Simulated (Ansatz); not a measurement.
Input and command of a plane-wave DFT calculation in Ansatz:

```yaml
crystal:
  lattice:
    - [-1.6395556318, 1.6395556318, 5.3346577093]
    - [1.6395556318, -1.6395556318, 5.3346577093]
    - [1.6395556318, 1.6395556318, -5.3346577093]
  atoms:
    - { symbol: Ga, position: [0.34, 0.34, 0.0] }
    - { symbol: Ga, position: [0.66, 0.66, 0.0] }
    - { symbol: P, position: [0.0, 0.0, 0.0] }
basis:
  ecutwfc: 420
kpoints:
  mp_grid: { grid: [8, 8, 8] }
hamiltonian:
  xc: pbe
scf:
  occupations: { method: gaussian, width: 0.1 }
  lower_state_search: "off"
output:
  forces: true
  stress: true
  eigenvalues: true
relax:
  adjacent_minimum: "off"
  f_tol: 0.04
  max_steps: 70
  cell: { stress_tol: 0.4 }
```

```bash
ansatz run input.yaml --threads 1 --pin off --max-ram 2560MiB --backend cpu --events-out ev --progress --plain --runs-dir out
```

Processor: Arm Neoverse N1, 1 thread, on a host shared with other jobs.

Question: How long does it run, and how much memory does it take?

Answer: About 38 s on 1 thread of Arm Neoverse N1 (shared host), peak memory 0.36 GiB. It solves 20 bands at 59 k points (the mesh reduced by the symmetry that the task leaves, which can be less than the crystal's) with about 1069 plane waves (on the last cell), in 29 SCF iterations over 5 ionic steps.
